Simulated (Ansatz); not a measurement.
AgRhO$_{2}$:
```cif
data_Ag3O6Rh3
_chemical_formula_sum 'Ag3 Rh3 O6'
_space_group_name_H-M_alt 'R-3m :H'
_space_group_IT_number 166
_space_group_name_Hall '-R 3 2"'
_cell_length_a 3.05349
_cell_length_b 3.05349
_cell_length_c 18.57548
_cell_angle_alpha 90.000
_cell_angle_beta 90.000
_cell_angle_gamma 120.000
loop_
_atom_site_label
_atom_site_type_symbol
_atom_site_symmetry_multiplicity
_atom_site_Wyckoff_symbol
_atom_site_fract_x
_atom_site_fract_y
_atom_site_fract_z
_atom_site_occupancy
Ag1 Ag 3 a 0.00000 0.00000 0.00000 1
Rh1 Rh 3 b 0.00000 0.00000 0.50000 1
O1 O 6 c 0.00000 0.00000 0.11277 1
```
(The calculation used a cell of 4 atoms; values per cell refer to that cell.)

Relaxed with PBEsol. PBEsol in the plane-wave PAW code Ansatz gives a gap of 0.41 eV.

**Question.** What gap does HSE06 give on the same cell (Ansatz, PAW)?

**Answer.** 2.12 eV, 1.71 eV more. The hybrid was solved on a coarser mesh and at special points; the gap given is the minimum over both.

| k | v1 PBEsol | c1 PBEsol | v1 HSE06 | c1 HSE06 |
|---|---|---|---|---|
| Γ | -1.07 | 1.37 | … | … |
| T | -0.08 | 2.09 | … | … |
| L | -0.49 | 2.11 | -0.74 | 3.85 |
| F | -0.34 | 2.08 | … | … |
| S0 | -0.02 | 2.15 | -0.04 | 4.16 |
| H0 | -0.01 | 2.16 | … | … |

**Question.** Top valence (v1) and lowest conduction level (c1) in eV from each method's valence maximum (which need not be a listed point): supply the withheld HSE06 values.

**Answer.** 
- H0, v1 HSE06: -0.02
- H0, c1 HSE06: 4.18
- Γ, v1 HSE06: -0.98
- Γ, c1 HSE06: 2.80
- F, v1 HSE06: -0.33
- F, c1 HSE06: 3.87
- T, v1 HSE06: -0.12
- T, c1 HSE06: 3.77

Cost on shared cores: the PBEsol run (SCF on a 10×10×10 mesh, then bands and DOS) very roughly 40 core-seconds, the HSE06 run (SCF on 8×8×8, then a few points) around 8 core-minutes (rough); the tasks are unlike.

The workflow started from a Materials Project entry (that database holds measured and hypothetical structures alike); the Crystallography Open Database copy checked does not list it. Whether it is the stable phase at ambient conditions was not checked. Symmetry was held in the PBEsol relaxation; its stability against distortions is not shown here. No spin polarisation was allowed. Scalar-relativistic: spin–orbit coupling is off unless named, which matters more the heavier the elements.

Potentials: the later of the program's two PAW sets.
